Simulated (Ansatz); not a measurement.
## Relaxing a structure of SiC

The start is a generated cell, SiC placed in the zincblende structure type. The structure is fully relaxed (lattice and positions, P = 0) with PBE (plane waves to 420 eV, PAW, scalar-relativistic; Ansatz, a quantum-chemistry and plane-wave program). First-step values are on the input's coarse k-mesh.

Ansatz input (later rounds restart from its end on a renewed k-mesh):
Ansatz 0.2 input:
```yaml
crystal:
  lattice:
    - [0, 2.176989, 2.176989]
    - [2.176989, 0, 2.176989]
    - [2.176989, 2.176989, 0]
  atoms:
    - { symbol: C, position: [0.75, 0.75, 0.75] }
    - { symbol: Si, position: [0, 0, 0] }
basis: { ecutwfc: 420, ecutrho_ratio: 4, xc_grid: 2, fft_grid_basis: typed }
kpoints: { mp_grid: { grid: [9, 9, 9] } }
hamiltonian:
  xc: pbe
  dispersion: none
  pseudopotentials: { kind: paw }
scf: { occupations: { method: fermi_dirac, width: 0.05 } }
relax: { f_tol: 0.01, max_steps: 100, cell: { stress_tol: 0.02 } }
output: { forces: true, stress: true }
```

- Initial pressure: +3.9 GPa (positive: the cell is compressed)
- Outcome: The space group stays F-43m (No. 216) (the run could not lower it); the end is zinc blende type, with 2 atoms in the primitive cell
- Energy released: 2 meV/atom
- Volume change: +1.8 %, from 10.32 to 10.50 Å³/atom
- Shortest distances (start → end): The closest pairs of elements (up to four, under 3.6 Å), start → end: C–Si 1.89 → 1.90 Å; C–C 3.08 → 3.10 Å; Si–Si 3.08 → 3.10 Å
- Band gap at the end: 1.37 eV, indirect (valence top at Γ, conduction bottom at X) (no spin-orbit coupling)
- Optimiser moves: 4

Relaxed structure:

```cif
data_C4Si4
_chemical_formula_sum 'C4 Si4'
_space_group_name_H-M_alt 'F-43m'
_space_group_IT_number 216
_space_group_name_Hall 'F -4 2 3'
_cell_length_a 4.37975
_cell_length_b 4.37975
_cell_length_c 4.37975
_cell_angle_alpha 90.000
_cell_angle_beta 90.000
_cell_angle_gamma 90.000
loop_
_atom_site_label
_atom_site_type_symbol
_atom_site_symmetry_multiplicity
_atom_site_Wyckoff_symbol
_atom_site_fract_x
_atom_site_fract_y
_atom_site_fract_z
_atom_site_occupancy
C1 C 4 c 0.25000 0.25000 0.25000 1
Si1 Si 4 a 0.00000 0.00000 0.00000 1
```
(The calculation used a cell of 2 atoms; values per cell refer to that cell.)

Final values are on a 13×13×13 k-mesh of the relaxed cell. No spin polarisation in the result.

The run could not lose the symmetry of its start.

All atoms sit on sites fixed by symmetry, so only the cell could relax.
